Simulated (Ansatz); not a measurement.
A relaxed cell of CrCl4 is given with its symmetry left out. The cell was found from a structure generator's guess, not taken from experiment.

Computed with Ansatz 0.2.0, DFT PBE, scalar-relativistic, plane waves, PAW. Cutoff 420 eV, Γ-centred mesh, Gaussian smearing, collinear spin.

```xyz
5
Lattice="2.3396 1.3508 6.8665 -2.3396 1.3508 6.8665 0.0000 -2.7016 6.8665" Properties=species:S:1:pos:R:3 pbc="T T T"
Cr    0.0000    0.0000    0.0000
Cl    0.0000    0.0000   13.7308
Cl    0.0000    0.0000    6.8686
Cl    0.0000    0.0000    2.1754
Cl    0.0000    0.0000   18.4239
```

Energies over the elements count from the elements' standard structures at the same level (Cl₂ as a molecule), with no fitted energy shifts.

Question: What space group does it have?

Answer: R-3m (No. 166). Conventional cell: a = 4.679 Å, c = 20.599 Å. Cr has 2 Cl at 2.18 Å and 6 Cl at 2.70 Å; around Cl on its first site lie 3 Cr at 2.70 Å, 3 Cl at 2.70 Å and 6 Cl at 3.47 Å; Cl on its second site has 1 Cr at 2.18 Å and 6 Cl at 3.47 Å.

Question: What is its formation energy per atom?

Answer: −0.51 eV/atom. It lies below the elements, which doesn't yet make it stable against other compounds or structures.

Question: Is it a metal?

Answer: Yes, bands cross the Fermi level on the 12×12×12 mesh.

Question: Which magnetic moments does it keep?

Answer: 0.40 μB per atom net, the space between the atoms included; by site: Cr 2.2; Cl -0.2 (×2) μB.

Question: From what recipe could a structure generator have reached it?

Answer: One such recipe: ordered vacancies on the cation sites of fluorite (R-3m, No. 166). Other recipes can lead to the same cell.

The last run used collinear spin, a 12×12×12 mesh for its 5-atom cell and Gaussian smearing of 0.10 eV. No dispersion correction is applied, so the spacing and binding between layers, chains or molecules are poorly described. In such compounds of Cr a zero gap at this level may well be an artefact, since no Hubbard U is applied. Another magnetic order may lie lower. A structure relaxed within its symmetry needn't be a true minimum.
